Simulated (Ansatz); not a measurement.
Al$_{2}$Cu:
```cif
data_Al2Cu
_chemical_formula_sum 'Al2 Cu1'
_space_group_name_H-M_alt 'P4/mmm'
_space_group_IT_number 123
_space_group_name_Hall '-P 4 2'
_cell_length_a 4.08845
_cell_length_b 4.08845
_cell_length_c 2.85142
_cell_angle_alpha 90.000
_cell_angle_beta 90.000
_cell_angle_gamma 90.000
loop_
_atom_site_label
_atom_site_type_symbol
_atom_site_symmetry_multiplicity
_atom_site_Wyckoff_symbol
_atom_site_fract_x
_atom_site_fract_y
_atom_site_fract_z
_atom_site_occupancy
Al1 Al 2 e 0.00000 0.50000 0.50000 1
Cu1 Cu 1 a 0.00000 0.00000 0.00000 1
```

Relaxed with r²SCAN.

Question: Tabulate the valence density and the electron localisation function along the shortest Al–Cu contact (2.49 Å), r²SCAN (plane waves, PAW; program Ansatz).

Answer: 

| distance from Al (Å) | density (e/Å³) | ELF |
|---|---|---|
| 0.25 | 0.06 | 0.13 |
| 0.37 | 0.07 | 0.01 |
| 0.50 | 0.10 | 0.03 |
| 0.62 | 0.15 | 0.15 |
| 0.75 | 0.20 | 0.40 |
| 0.87 | 0.24 | 0.57 |
| 1.00 | 0.27 | 0.62 |
| 1.12 | 0.29 | 0.59 |
| 1.25 | 0.31 | 0.47 |
| 1.37 | 0.35 | 0.33 |
| 1.50 | 0.44 | 0.23 |
| 1.62 | 0.70 | 0.19 |
| 1.74 | 1.47 | 0.20 |
| 1.87 | 3.40 | 0.24 |
| 1.99 | 8.26 | 0.35 |
| 2.12 | 19.24 | 0.57 |
| 2.24 | 38.41 | 0.79 |

The density is the valence pseudo-density with augmentation charge, so density and ELF within about 1 Å of a nucleus are not all-electron values.

The workflow started from a Materials Project entry (that database holds measured and hypothetical structures alike); the Crystallography Open Database copy checked does not list it. It is not the phase usual at ambient conditions (space group No. 140). The cell was relaxed with r²SCAN under the symmetry of its start; whether a distortion lowers the energy is not shown. No spin polarisation was allowed.

Potentials: the later of the program's two PAW sets.
